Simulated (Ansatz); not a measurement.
One crystal and one scan (generalised stacking-fault energy along a line) at two levels, PBE (plane waves to 420 eV, PAW, scalar-relativistic; Ansatz, a quantum-chemistry and plane-wave program) and r2SCAN (plane waves to 500 eV, PAW, scalar-relativistic; Ansatz), each from its own relaxed cell and on its own mesh. The cell shown is that of PBE.

Generalised stacking fault of GaAs (zinc blende) on the {111} plane, glide cut. The cell below holds the perfect crystal with the plane normal along z; tilting its third vector by the shift puts one fault into each cell, between planes 0.83 Å apart, at fixed cell height.

```xyz
6
Lattice="4.0627 0.0000 0.0000 2.0314 3.5184 0.0000 0.0000 0.0000 9.9516" Properties=species:S:1:pos:R:3 pbc="T T T"
As     4.0627     2.3456     0.4147
As     2.0314     1.1728     3.7319
As     6.0941     3.5184     7.0491
Ga     0.0000     0.0000     9.5370
Ga     4.0627     2.3456     2.9026
Ga     2.0314     1.1728     6.2198
```

In-plane vectors a = (4.063, 0.000) Å, b = (2.031, 3.518) Å, area 14.29 Å². The shift is s times the vector a + b (length 7.037 Å), so s = 1 restores the start. Atoms relax along the normal only. γ = [E(shift) − E(0)] / area.

Energies are extrapolated to zero smearing. GaAs was relaxed with its symmetry unable to fall. As the smearing reaches across the gap at some points, the k mesh leaves noise in γ, roughly 0.02 J/m² as judged from a few cases. Faults lie only 10.0 Å apart, and holding the cell height raises γ above its relaxed value. Faults lie only 9.8 Å apart, and holding the cell height raises γ above its relaxed value. Some relaxations began with atoms very close together and may have settled on another branch. Both scans cover s from 0.000 to 0.917.

γ (J/m²), each from zero shift of its own level:

```csv
s,PBE,r2SCAN
0.000,0.00,0.00
0.083,1.58,1.80
0.167,3.64,4.21
0.250,4.65,withheld
0.333,4.96,5.69
0.417,4.65,withheld
0.500,3.65,4.21
0.583,1.61,1.83
0.667,0.05,0.05
0.750,0.79,0.88
0.833,1.23,1.37
0.917,0.75,0.85
```

Question: Estimate the r2SCAN value at 0.250 from the PBE value there and the ratio of the two levels in the two nearest given rows on that side of the minimum.

Answer: At 0.167 and 0.333 the ratio r2SCAN/PBE averages 1.152, which gives 1.152 × 4.65 = 5.36 J/m². The calculation gives 5.34 J/m², +14.8 % against PBE.

(The slope of γ gives the shear force per area between the displaced halves; near zero shift its curvature is an elastic stiffness.)
